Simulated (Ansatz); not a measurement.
**Calculated with Ansatz: MnAu2, single run**

Launch command:

```bash
ansatz run input.yaml --threads 1 --pin off --max-ram 2560MiB --backend cpu --events-out ev --progress --plain --runs-dir out
```

Input:

```yaml
crystal:
  lattice:
    - [0.0, 0.0, 4.00970948]
    - [2.81447809, 0.0, 0.0]
    - [1.40723855, 4.21864457, -2.00485424]
  atoms:
    - { symbol: Mn, position: [0.0, 0.0, 0.0] }
    - { symbol: Au, position: [0.353, 0.647, 0.706] }
    - { symbol: Au, position: [0.647, 0.353, 0.294] }
  symmetry: { tolerance: 0.0003 }
kpoints:
  mp_grid: { grid: [7, 7, 7], shift: [0, 0, 0] }
magnetization:
  spin_polarized: false
scf:
  occupations: { method: gaussian, width: 0.2578 }
hamiltonian:
  pseudopotentials: { kind: paw }
  xc: r2scan
basis:
  ecutwfc: 500
  ecutrho_ratio: 4
output:
  forces: true
  stress: true
  eigenvalues: true
```

Origin of the cell: a known structure type with other elements, at an estimated volume, so it need not be a known compound.

Output (shortened):

```
Warning: crystal.lattice misses the space group found at crystal.symmetry.tolerance 3.0e-4 in a digit that the deck types, which is why this is a warning: making the lattice exact moves one o […]
Pseudopotentials: kind: paw
Pseudopotential: Mn, paw, valence charge 15, recommended cutoff 500 eV (meta_gga), Mn.paw.azcp
Pseudopotential: Au, paw, valence charge 19, recommended cutoff 500 eV (meta_gga), Au.paw.azcp
Functional definition: r2SCAN
  exchange = r2scan_x(k0 = k0, k1 = k1, a1 = a1)
  correlation = r2scan_c
Crystal: 3 atoms, lattice volume = 47.608 Å³
Basis set: ecut = 500 eV, 1217 PW (Γ), exchange–correlation on 120×96×144 points (64 copies of the dense FFT grid, shifted against one another)
Bands: 32, of which v1, the nominal top of the filled ones, is band 27 counted from 1 (26 counted from 0)
Symmetry: 8 space group operations
[… 8 lines left out …]
Initial density: superposition of atomic densities (neutral atoms: chi_scale 0, normalization atom), corrected by the library's trained network
Functional: x = r2scan, c = r2scan; τ floored in thin density (d = 2e-4 eV/Å³)
SCF iter   1: F=—  HF=-30228.587787 eV  Δρ=2.02e-2  dr2=2.36e-1  dr2_τ=4.37e-2
SCF iter   2: F=—  HF=-30228.651666 eV  Δρ=2.62e-2  dr2=2.75e-1  dr2_τ=1.04e-2
SCF iter   3: F=—  HF=-30228.630373 eV  Δρ=7.98e-3  dr2=1.57e-2  dr2_τ=1.27e-3
SCF iter   4: F=—  HF=-30228.633248 eV  Δρ=3.08e-3  dr2=2.06e-3  dr2_τ=1.56e-4
SCF iter   5: F=—  HF=-30228.633872 eV  Δρ=1.67e-3  dr2=6.00e-4  dr2_τ=2.03e-5
SCF iter   6: F=—  HF=-30228.634051 eV  Δρ=1.21e-3  dr2=3.46e-4  dr2_τ=6.44e-6
SCF iter   7: F=—  HF=-30228.634152 eV  Δρ=4.09e-4  dr2=4.41e-5  dr2_τ=1.65e-6
SCF iter   8: F=—  HF=-30228.634187 eV  Δρ=4.81e-4  dr2=1.10e-4  dr2_τ=1.27e-6
SCF iter   9: F=—  HF=-30228.634180 eV  Δρ=7.91e-5  dr2=1.28e-6  dr2_τ=5.01e-8
SCF iter  10: F=—  HF=-30228.634181 eV  Δρ=6.15e-5  dr2=1.44e-6  dr2_τ=2.61e-8
SCF iter  11: F=-30228.634181 eV  HF=-30228.634181 eV  Δρ=1.62e-5  dr2=5.41e-8  dr2_τ=3.67e-9
SCF 1 converged in 11 iterations: F = -30228.634181 eV  dr2 = 5.41e-8
SCF converged after 11 iterations
Free energy (F): -30228.634181 eV
Harris-Foulkes:  -30228.634181 eV  (|F-HF|=4.34e-8)
Internal energy: -30228.432875 eV  (E = F + TS)
E sigma→0 (E₀):  -30228.533528 eV
Entropy (-TS):   -0.201306 eV (-67.102 meV/atom)
Fermi energy:    19.313813 eV
--- Per-component energies (eV) ---
  E_band       = -700.790457
  E_kinetic    = 1515.548062
  E_local      = -5315.143980  (includes V_loc(G=0)·N_el)
  E_nonlocal   = 393.172031
  E_hartree    = 2246.084546
  E_xc         = -545.985264
  E_vxc        = -775.509443  (∫ρ·V_xc dr)
  E_paw        = -20771.164024  (= ΣΔE_a)
  E_vpaw       = -1064.138235  (= ΣTr[D̂ρ^β])
  E_aug_tail   = 0.001533  (compensation charges beyond the density's cutoff)
  E_vtau       = 53.102196  (kinetic-family band-sum trace: ∫τ·v_τ [+ j·A + Jᵃ·Aᵃ] dr)
  E_ewald      = -7750.310088
  E_core_change = -0.635691  (= ΣΔE_core)
  E_smearing   = -0.201306  (= −TS)
  Σ components = -30228.634181   (vs F -30228.634181, Δ=0.00e0)
--- Forces (eV/Å), atoms counted from 1 ---
  atom   1  Mn    -0.000000     0.000000    -0.000000
  atom   2  Au     0.000000    -2.985077    -0.000000
  atom   3  Au    -0.000000     2.985077     0.000000
  max |Σ_I F_I| component: 4.44e-16 eV/Å
--- Stress (GPa, compression-positive) ---
       -7.237768      -0.000001      -0.000000
       -0.000001      10.864678       0.000001
       -0.000000       0.000001      -8.299099
  P = ⅓ Tr σ = -1.5574 GPa (-15.574 kbar)
```

Caveats: no spin polarisation, so a magnetic state may lie lower; no spin-orbit coupling, though heavy elements are present; the k mesh is coarse if the cell is a metal; wide smearing.

The run took 13 s on 1 thread of Arm Neoverse V2, with other jobs on the host, peak memory 0.49 GiB, from the program's own first density.
